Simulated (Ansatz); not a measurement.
Given:

Al (fcc, Cu type)

```cif
data_Al
_chemical_formula_sum 'Al1'
_space_group_name_H-M_alt 'P 1'
_space_group_IT_number 1
_cell_length_a 2.85713
_cell_length_b 2.85713
_cell_length_c 2.85713
_cell_angle_alpha 60.000
_cell_angle_beta 60.000
_cell_angle_gamma 60.000
loop_
_space_group_symop_operation_xyz
  'x, y, z'
loop_
_atom_site_label
_atom_site_type_symbol
_atom_site_fract_x
_atom_site_fract_y
_atom_site_fract_z
_atom_site_occupancy
Al1 Al 0.00000 0.00000 0.00000 1
```

Equation-of-state scan: isotropic scaling of the cell above, V₀ being its volume. Symmetry pins the atoms to their sites.

Computed with PBE (plane waves to 420 eV, PAW, scalar-relativistic; Ansatz, a quantum-chemistry and plane-wave program). k mesh 21×21×21 (Γ-centred), Fermi-Dirac smearing 0.05 eV. E stands for the smeared free energy. Compression counts positive. Al was relaxed with its symmetry unable to fall. ΔE is measured from the relaxed starting cell.

The scan covers V/V₀ from 0.900 to 1.100 in 9 points.

Task: What is ΔE at V/V₀ = 0.900?

Result: 49 meV/atom.

Task: What is ΔE at V/V₀ = 1.100?

Result: 33 meV/atom.

Task: What pressure does the cell carry at V/V₀ = 0.900?

Result: 10.4 GPa.

(Under strain, the slope of the energy per volume gives the stress and its curvature an elastic modulus.)
